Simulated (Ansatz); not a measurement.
One crystal and one scan (frozen-phonon scan) at two levels, PBE (plane waves to 420 eV, PAW, scalar-relativistic; Ansatz, a quantum-chemistry and plane-wave program) and r2SCAN (plane waves to 500 eV, PAW, scalar-relativistic; Ansatz), each from its own relaxed cell and on its own mesh.

The crystal is Al (fcc, Cu type); a phonon pattern at L = (0.5, 0.0, 0.0) is frozen into a 2-atom cell, Q being the largest atomic displacement.

Al was relaxed with its symmetry unable to fall. The PAW data are Ansatz's earlier set. With partly filled bands, energies and forces of such displacements shift with the k mesh and the smearing. Both scans cover Q from -0.180 to 0.180 Å.

```json
[
 {"quantity": "Lattice constant a (Å)", "run 1": "3.991", "run 2": "4.040"},
 {"quantity": "Energy at Q = 0.180 Å (meV/cell)", "run 1": "80", "run 2": "58"},
 {"quantity": "Harmonic wavenumber from the curvature (finite differences) (cm⁻¹ (negative: imaginary))", "run 1": "161", "run 2": "137"}
]
```

### Question
Which run is which level?

### Answer
Run 2 is PBE, run 1 is r2SCAN. PBE gives the higher value for: lattice constant a. PBE gives the lower value for: energy at Q = 0.180 Å; harmonic wavenumber from the curvature. Both give the same space group of the distorted cell: P-1 (No. 2), lowered from Fm-3m. Neither level is exact: the differences show how much the result hangs on the functional.

(For displaced atoms, the force is minus the slope of the energy, and its curvature is a force constant, which sets phonon frequencies.)
